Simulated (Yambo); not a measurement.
Li₃BrO (anti-perovskite, space group Pm-3m, No. 221), G0W0@PBEsol in Yambo with this input:

```
rim_cut
gw0
dyson
el_el_corr
HF_and_locXC
ppa
em1d
RandQpts= 1000000
RandGvec= 1 Ry
EXXRLvcs= 84 Ry
VXCRLvcs= 336 Ry
Chimod= "HARTREE"
% BndsRnXp
 7 | 174 |
%
NGsBlkXp= 7 Ry
% LongDrXp
 1.0 | 1.0 | 1.0 |
%
PPAPntXp= 27.2114 eV
% GbndRnge
 1 | 174 |
%
GTermKind= "BG"
DysSolver= "n"
ExtendOut
```

On a 4×4×4 mesh, with wavefunctions cut at 84 Ry, the gap (M → M) is 6.334 eV and the valence edge shifts by -1.146 eV.

Q: What happens with this change: 2×2×2 mesh?

A: The gap falls by 0.215 eV, to 6.119 eV; the shift of the valence edge becomes -0.962 eV. Neither run is shown to be the converged limit.

Spin-orbit coupling is included.

Geometry of the Materials Project entry, not relaxed at this level; primitive cell a = 3.949 Å, b = 3.949 Å, c = 3.949 Å, α = 90.00°, β = 90.00°, γ = 90.00°.

A shift is the quasiparticle energy of the state minus its PBEsol energy.
